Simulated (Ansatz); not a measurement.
The numbers come from plane-wave PAW DFT (Ansatz): PBE, no spin polarisation, 420 eV, 5×5×8 Γ-centred k points, fermi-dirac occupations (width 0.1 eV). Nothing was relaxed.

Computed maps in the lattice plane spanned by a (left to right, 7.42 Å, 22 points from zero) and b (bottom to top, 7.42 Å, 22 points from zero), 90° apart, at height 0.000 along c. The fields are smooth PAW ones with compensation charges, not the true ones near nuclei.

Valence density. Digits on a logarithmic scale: 0 up to 0.03 e/Å³, each further digit a factor of 1.6, 9 from 1.3 e/Å³ up:
```
9986556777765555444689
9875557745765443334578
6654467624765433333456
5443457767765333334455
4433356777654333455655
5433345565544333567776
6533333445554434577677
6543333345666544676247
6544333457898755577457
6555544468999865567777
6666654569999965456666
6777765568999864445555
6754775557898754333445
6742676445666543333345
6776775434455544333335
5677765333445565543334
4556554333456777653334
5554433333567767754344
6654333334567426764456
9875433344567547755578
9986444555567777655689
9996545666666666545699
```

ELF. Ten even steps from '0' (0.00) to '9' (0.83):
```
4697348977865677424896
8985368300786443223689
8863379100797432222357
4432389713997322333333
3222379998874223578764
7422357876432223799988
9732233333344323897139
9743222235788633791007
8644322368989853683007
6567742489646973489778
5689973488414884379986
6877984379646984247765
8700386358989863223446
9700197336887532222347
9931798323443333332237
7889997322234678753224
3467875322478899973222
4333333223799317983234
8753222234797001973368
8986322344687003863589
4698424776568779843796
1488437998656899734884
```

Task: The cell is Sc2P2Se. Which atoms lie within 0.2 Å of this plane, and where (fractions of a and b)?

Result: P at (0.37, 0.87), P at (0.13, 0.37), P at (0.63, 0.13), P at (0.87, 0.63), Se at (0.00, 0.00), Se at (0.50, 0.50). The whole cell:
```
CELL_PARAMETERS angstrom
7.41817 0.00000 0.00000
0.00000 7.41817 0.00000
0.00000 0.00000 4.05912
ATOMIC_POSITIONS crystal
Sc 0.17314 0.67314 0.50000
Sc 0.32686 0.17314 0.50000
Sc 0.82686 0.32686 0.50000
Sc 0.67314 0.82686 0.50000
P 0.37478 0.87478 0.00000
P 0.12522 0.37478 0.00000
P 0.62522 0.12522 0.00000
P 0.87478 0.62522 0.00000
Se 0.00000 0.00000 0.00000
Se 0.50000 0.50000 0.00000
```

Origin: a known structure type with other elements, at an estimated volume, so it need not be a known compound. Caveats: many states at the Fermi level without spin polarisation, so a magnetic state may lie lower.
